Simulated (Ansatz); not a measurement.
# Course of a relaxation: AlGa₂As₃

The cell of AlGa₂As₃ is invented: random cell by space group and Wyckoff sites (P4/mmm, No. 123). Its size is a rough estimate.

```xyz
6
Lattice="4.0125 0.0000 0.0000 0.0000 4.0125 0.0000 0.0000 0.0000 7.5088" Properties=species:S:1:pos:R:3 pbc="T T T"
Al    0.0000    0.0000    3.7544
Ga    2.0063    0.0000    0.0000
Ga    0.0000    2.0063    0.0000
As    0.0000    0.0000    1.7202
As    0.0000    0.0000    5.7886
As    2.0063    2.0063    0.0000
```

Theory: Ansatz 0.2.0, DFT PBE, scalar-relativistic, plane waves, PAW. Cutoff 420 eV, Gaussian smearing, Γ-centred meshes. Cell and atoms relax first on a coarse mesh and then on a finer one. In between, the cell is made exact in the group found at 0.06 Å. In metals the finer mesh still leaves noise of several meV/atom or more. The steps can't lower the symmetry of their start. No spin polarisation.

Steps on the 4×4×2 mesh (6 atoms, 11 steps). The free energy counts from the last step; the plane-wave basis is renewed at times, which shifts energy and pressure.

```tsv
step	ΔF (meV/atom)	V (Å³/atom)	P (GPa)	largest force component (eV/Å)
1	1483.7	20.15	49.92	3.281
2	780.3	22.68	27.94	1.508
3	378.9	25.09	15.04	0.860
4	162.3	27.40	7.06	0.291
5	76.4	29.62	1.24	0.107
6	72.4	30.15	-0.05	0.077
7	72.3	30.15	-0.04	0.012
8	20.9	30.15	2.51	0.017
9	4.0	31.27	1.03	0.014
10	0.4	32.28	0.02	0.026
11	0.0	32.28	0.01	0.026
```

The relaxed structure, after a last relaxation on the converged mesh:

```yaml
crystal:
  lattice:
    - [4.99115, 0.00000, 0.00000]
    - [0.00000, 4.99115, 0.00000]
    - [0.00000, 0.00000, 7.67416]
  atoms:
    - { symbol: Al, position: [0.00000, 0.00000, 0.50000] }
    - { symbol: Ga, position: [0.50000, 0.00000, 0.00000] }
    - { symbol: Ga, position: [0.00000, 0.50000, 0.00000] }
    - { symbol: As, position: [0.00000, 0.00000, 0.19295] }
    - { symbol: As, position: [0.00000, 0.00000, 0.80705] }
    - { symbol: As, position: [0.50000, 0.50000, 0.00000] }
```

The symmetry stays P4/mmm (No. 123). The volume per atom grows by 58.1 %, from 20.1 to 31.9 Å³. The shortest distance goes from 2.01 Å (Ga–As) to 2.36 Å (Al–As). The ratio c/a of the conventional cell changes by a factor of 0.82. The energy falls by about 1.5 eV/atom (the start's value is from the coarse mesh). Around Al lie 2 As at 2.36 Å; Ga is surrounded by 2 As at 2.50 Å and 4 As at 2.90 Å; around As on a site of symmetry 4mm lie 1 Al at 2.36 Å, 4 Ga at 2.90 Å and 1 As at 2.96 Å; 1 more site not described.

```json
{
 "Volume per atom": "31.86 Å³",
 "Density": "3.40 g/cm³",
 "Energy over the elements": "+0.39 eV/atom",
 "Gap on the 8×8×6 mesh of the 6-atom cell": "0 eV (a metal)"
}
```

Formation energies are uncorrected and refer to the elements' standard structures at the same level.

The last run used Gaussian smearing of 0.10 eV. The reference form of As is held partly by dispersion forces, which this level lacks. Symmetry constrained the relaxation, so the result can be a saddle point. In all, the 3 runs took 6.1 min on 1 thread of AMD EPYC (Zen 3) (shared host). Another cell of AlGa2As3 relaxed alike, in P4/mmm, lies 267 meV/atom lower, so this cell isn't the stable form at this level.
